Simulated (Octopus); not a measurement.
GaP (F-43m, No. 216):
```xyz
2
Lattice="0.0000 2.7258 2.7258 2.7258 0.0000 2.7258 2.7258 2.7258 0.0000" Properties=species:S:1:pos:R:3 pbc="T T T"
Ga     0.0000     0.0000     0.0000
P      1.3629     1.3629     4.0887
```
The cell is a database entry, not relaxed again.

Method: LDA in Octopus 16.4; grid spacing about 0.20 Å, Γ-centred 6×6×6 k-mesh, no spin polarisation; PseudoDojo for P / valence-only HGH without core correction for Ga. Spin-orbit coupling is left out.

Energies in eV against the valence band top; 8 electrons a cell outside the pseudopotentials' cores.

```csv
k-point (reduced),band 1,band 2,band 3,band 4,band 5,band 6,band 7
"Γ (0.000, 0.000, 0.000)",-12.40,0.00,0.00,0.00,1.81,3.91,3.91
"X (-0.500, -0.500, 0.000)",-9.57,-6.76,-2.63,-2.63,?,1.77,10.59
"U (-0.375, -0.375, 0.250)",-9.62,-6.54,-3.91,-2.21,2.14,4.81,8.25
"K (-0.375, 0.000, 0.375)",-9.62,-6.54,-3.91,-2.21,2.14,4.81,8.25
"L (0.000, 0.000, 0.500)",-10.47,-6.61,-1.09,-1.09,?,4.73,4.73
"W (-0.500, -0.250, 0.250)",-9.50,-6.54,-3.57,?,4.68,4.93,6.08
```

Q: Some entries are withheld; supply them.

A: 
- X (-0.500, -0.500, 0.000), band 5: 1.58
- L (0.000, 0.000, 0.500), band 5: 1.64
- W (-0.500, -0.250, 0.250), band 4: -3.38
